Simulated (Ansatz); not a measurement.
Given:

YCl:
Space group R-3m, hexagonal axes (No. 166); a = 3.735 Å, b = 3.735 Å, c = 28.157 Å, α = 90.00°, β = 90.00°, γ = 120.00°

| atom | site | symmetry | x | y | z |
|---|---|---|---|---|---|
| Cl | 6c | 3m | 0.0000 | 0.0000 | 0.3877 |
| Y | 6c | 3m | 0.0000 | 0.0000 | 0.2173 |
(The calculation used a cell of 4 atoms; values per cell refer to that cell.)

This is the r²SCAN+D4-relaxed structure.

Question: All from DFT-r²SCAN+D4 in the program Ansatz with PAW potentials, unless another level is named. Give the electronic character.

Answer: metallic (no gap).

Question: Give the density of states at the Fermi level.

Answer: 3.2 states/eV per atom (mean over ±0.08 eV).

Question: Predict the formation energy from the elements (no fitted shifts).

Answer: -1.66 eV/atom.

The workflow started from an entry of the Crystallography Open Database (COD). Whether it is the stable phase at ambient conditions was not checked. The r²SCAN+D4 relaxation kept the symmetry of its start; its stability against distortions is not shown here. No spin polarisation was allowed. The references are the lowest solids computed at this level, not always the standard phases (solids in place of the gases). Spin–orbit coupling is left out wherever it is not named.

Potentials: the later of the program's two PAW sets.
